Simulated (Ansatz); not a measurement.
SiO₂: gradients before and after relaxing the atoms

Start: an entry of the Crystallography Open Database (COD), atoms as given.

```
CELL_PARAMETERS angstrom
4.63200 0.00000 0.00000
0.00000 4.63200 0.00000
0.00000 0.00000 6.20900
ATOMIC_POSITIONS crystal
Si 0.33530 0.33530 0.00000
Si 0.16470 0.83530 0.25000
Si 0.66470 0.66470 0.50000
Si 0.83530 0.16470 0.75000
O 0.22760 0.17680 0.22280
O 0.32320 0.72760 0.47280
O 0.77240 0.82320 0.72280
O 0.67680 0.27240 0.97280
O 0.72760 0.32320 0.52720
O 0.82320 0.77240 0.27720
O 0.27240 0.67680 0.02720
O 0.17680 0.22760 0.77720
```

Atoms are numbered from 1 in the order listed; like atoms form one site, named after its first atom.

Method: Kohn–Sham DFT in Ansatz, PBE, plane waves and PAW (field gradients read without the response of the frozen cores, which leaves them typically 4 to 6 % off), scalar-relativistic, 420 eV cutoff, Γ-centred 5×5×4 k-points, Fermi–Dirac smearing 0.02 eV.

The largest force at the start is 0.81 eV/Å. Relaxing the ions at fixed cell moves them by 0.047 Å at most (atom 10, O) and 0.040 Å rms.

```
site  atom  moved (Å)               first shell before           first shell after  V_zz before (10²¹ V/m²)  η before
  Si     1      0.019               4 O at 1.62–1.64 Å               4 O at 1.62 Å                    -1.09      0.03
   O     5      0.047  2 Si at 1.62–1.64 Å, angle 125°  2 Si at 1.62 Å, angle 127°                     8.22      0.60
```

**Question.** How do the gradients change?

**Answer.** 

```tsv
site	atom	V_zz after	η after	change of V_zz
Si	1	-0.81	0.45	+0.28
O	5	8.39	0.44	+0.17
```

The largest change of V_zz is on Si, from -1.09 to -0.81. The whole tensor moves most on O, by 0.87 along its most changed direction. In per cent, |V_zz| changes by -26 on Si, +2 on O (all sites that start above 0.5). Where |V_zz| stays above 0.1, η moves most on Si, from 0.03 to 0.45.

The cell is 22 % smaller than that of α-cristobalite at ambient conditions, so the entry probably stands for a crystal under pressure.
Before: At this cell the PBE pressure is 8 GPa, so with PBE the cell would grow if it were relaxed.
After: At this cell the PBE pressure is 10 GPa, so with PBE the cell would grow if it were relaxed. The entry's cell may itself be off.
